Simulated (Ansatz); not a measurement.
**Rb$_{2}$NaRhF$_{6}$: pressure and gap against volume**

A database entry relaxed whole under r2SCAN (Fm-3m):

```
Rb Na Rh F
1.0
     0.00000    4.23464    4.23464
     4.23464    0.00000    4.23464
     4.23464    4.23464    0.00000
Rb Na Rh F
2 1 1 6
Direct
  0.25000 0.25000 0.25000
  0.75000 0.75000 0.75000
  0.50000 0.50000 0.50000
  0.00000 0.00000 0.00000
  0.76530 0.23470 0.23470
  0.23470 0.76530 0.23470
  0.23470 0.76530 0.76530
  0.76530 0.23470 0.76530
  0.23470 0.23470 0.76530
  0.76530 0.76530 0.23470
```

The cell was scaled uniformly, its shape held, and the atoms relaxed at each volume with plane-wave PAW DFT (Ansatz 0.2.0; r2SCAN, 500 eV, 6×6×6 Γ-centred mesh, fermi-dirac occupations of width 0.020 eV; no spin, no spin-orbit coupling). One row is withheld.

```tsv
volume (Å³/atom)	energy over the lowest (meV/atom)	pressure (GPa)	gap over mesh and path (eV)
14.276	9.7	3.64	2.684
14.580	4.1	2.26	2.653
14.883	1.0	1.06	2.625
15.187	0.0	0.01	2.598
15.491	?	?	?
15.795	3.4	-1.70	2.554
16.098	7.3	-2.39	2.535
```

Q: Fit the pressures of the other rows to the third-order Birch-Murnaghan form.

A: With f = [(V₀/V)^(2/3) − 1]/2 and P = 3B₀f(1 + 2f)^(5/2)[1 + 3(B₀′ − 4)f/2], least squares gives V₀ = 15.19 Å³ an atom, B₀ = 48.9 GPa and B₀′ = 6.0; the rows miss the fit by less than 0.01 GPa. The slope of the energies differs from these pressures by less than 0.05 GPa.

Q: How does the gap move with volume?

A: A parabola in ln(V/V₀) through the other rows has the slope dE_g/d ln V = -1.2 eV at V₀, so by B₀ the gap moves by +25 meV a GPa: it widens under pressure.

Q: What does the withheld row hold?

A: The fit gives -0.90 GPa at 15.491 Å³; the run gave -0.91 GPa and 0.9 meV an atom. Its gap is 2.575 eV, against 2.575 eV from the parabola.

Caveats: the shape of the cell was held; 0 K, fixed nuclei; the symmetry was kept, and this need not be the phase that is stable at 0 K; one mesh for all volumes; r2SCAN gaps lie as a rule under measured ones; the slope of the gap can be off by tens of per cent, more where shallow d levels or spin-orbit coupling act on the edges; pressure is positive in compression.
